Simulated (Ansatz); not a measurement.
Given:

Sn:
```cif
data_Sn
_chemical_formula_sum 'Sn1'
_space_group_name_H-M_alt 'P 1'
_space_group_IT_number 1
_cell_length_a 3.26715
_cell_length_b 3.26715
_cell_length_c 3.26715
_cell_angle_alpha 109.471
_cell_angle_beta 109.471
_cell_angle_gamma 109.471
loop_
_space_group_symop_operation_xyz
  'x, y, z'
loop_
_atom_site_label
_atom_site_type_symbol
_atom_site_fract_x
_atom_site_fract_y
_atom_site_fract_z
_atom_site_occupancy
Sn1 Sn 0.00000 0.00000 0.00000 1
```

This is the r²SCAN-relaxed structure.

Q: All from the program Ansatz at the r²SCAN level (PAW), unless another level is named. Predict the density of states at the Fermi level.

A: 0.56 states/eV per atom (mean over ±0.08 eV).

Q: Predict the gap with spin–orbit coupling.

A: none (metallic).

Space group Im-3m (bcc (W type)). The first step of the workflow began from a Materials Project structure, measured or hypothetical; the Crystallography Open Database copy checked does not list it. It is not the phase usual at ambient conditions (space group No. 141). The r²SCAN relaxation kept the symmetry of its start. At this level the phase is mechanically unstable. Spin–orbit coupling is left out wherever it is not named.

Potentials: the earlier of the program's two PAW sets.
